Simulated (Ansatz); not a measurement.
Here is the system:

InP (zinc blende)

```yaml
crystal:
  lattice:
    - [0.00000, 5.90731, 5.90731]
    - [2.95366, 2.95366, 5.90731]
    - [2.95366, 2.95366, 0.00000]
  atoms:
    - { symbol: P, position: [0.00000, 0.75000, 0.75000] }
    - { symbol: P, position: [0.50000, 0.75000, 0.75000] }
    - { symbol: In, position: [0.00000, 0.00000, 0.00000] }
    - { symbol: In, position: [0.50000, 0.00000, 0.00000] }
```

The atoms are displaced by Q × the pattern below (from a DFPT mode at X = (0.5, 0.5, 0.0), largest move 1; Q in Å), at fixed cell. It is one choice among 2 degenerate patterns. (q is in reciprocal vectors of the primitive cell; the cell shown is doubled to hold the pattern.)

```
atom       x       y      z
----  ------  ------  -----
P1     0.000  -1.000  0.000
P2     0.000   1.000  0.000
In3    0.198   0.000  0.000
In4   -0.198   0.000  0.000
```

These are r2SCAN (plane waves to 500 eV, PAW, scalar-relativistic; Ansatz, a program for electronic structure) values and carry that method's errors. k mesh 10×10×10 (Γ-centred), Fermi-Dirac smearing 0.05 eV. The energy includes the smearing's −TS. InP was relaxed with its symmetry unable to fall. The PAW data are Ansatz's earlier set. The zero of ΔE is the undisplaced structure.

The scan covers Q from -0.280 to 0.280 Å in 13 points.

Q: Which space group does the distorted structure have?

A: C222_1 (No. 20), lowered from F-43m.

Q: What is the energy change at Q = 0.280 Å?

A: 1009 meV/cell.

Q: What harmonic wavenumber does the curvature at Q = 0 give?

A: 314 cm⁻¹.

(For displaced atoms, the force is minus the slope of the energy, and its curvature is a force constant, which sets phonon frequencies.)
